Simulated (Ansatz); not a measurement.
Ge3Rh5:
Space group Pbam (No. 55); a = 5.482 Å, b = 10.485 Å, c = 3.946 Å, α = β = γ = 90.00°

| atom | site | symmetry | x | y | z |
|---|---|---|---|---|---|
| Ge | 4h | ..m | 0.0924 | 0.1556 | 0.5000 |
| Ge | 2c | ..2/m | 0.0000 | 0.5000 | 0.0000 |
| Rh | 4g | ..m | 0.3405 | 0.2145 | 0.0000 |
| Rh | 4h | ..m | 0.1645 | 0.3918 | 0.5000 |
| Rh | 2a | ..2/m | 0.0000 | 0.0000 | 0.0000 |

Relaxed at zero pressure with DFT-r²SCAN in the program Ansatz with PAW potentials.

### Question
The volume is raised by 6 % and shape and atoms relax at that volume. What pressure results, and how do the axes share the change?

### Answer
-8.8 GPa; a 2.4 %, b 3.5 %, c -0.1 %; the energy rises by 25 meV/atom.

### Question
Give the new structure.

### Answer

Space group Pbam (No. 55); a = 5.6165 Å, b = 10.8554 Å, c = 3.9433 Å, α = 90.00°, β = 90.00°, γ = 90.00°

| atom | site | symmetry | x | y | z |
|---|---|---|---|---|---|
| Ge | 4h | ..m | 0.0736 | 0.1603 | 0.5000 |
| Ge | 2c | ..2/m | 0.0000 | 0.5000 | 0.0000 |
| Rh | 4g | ..m | 0.3296 | 0.2095 | 0.0000 |
| Rh | 4h | ..m | 0.1563 | 0.3891 | 0.5000 |
| Rh | 2a | ..2/m | 0.0000 | 0.0000 | 0.0000 |

The phase is kept; no other phase was compared at this pressure.

The workflow started from a Materials Project entry (that database holds measured and hypothetical structures alike); the Crystallography Open Database copy checked does not list it. Whether it is the stable phase at ambient conditions was not checked. The r²SCAN relaxation kept the symmetry of its start; its stability against distortions is not shown here. No spin polarisation was allowed.

Potentials: the later of the program's two PAW sets.
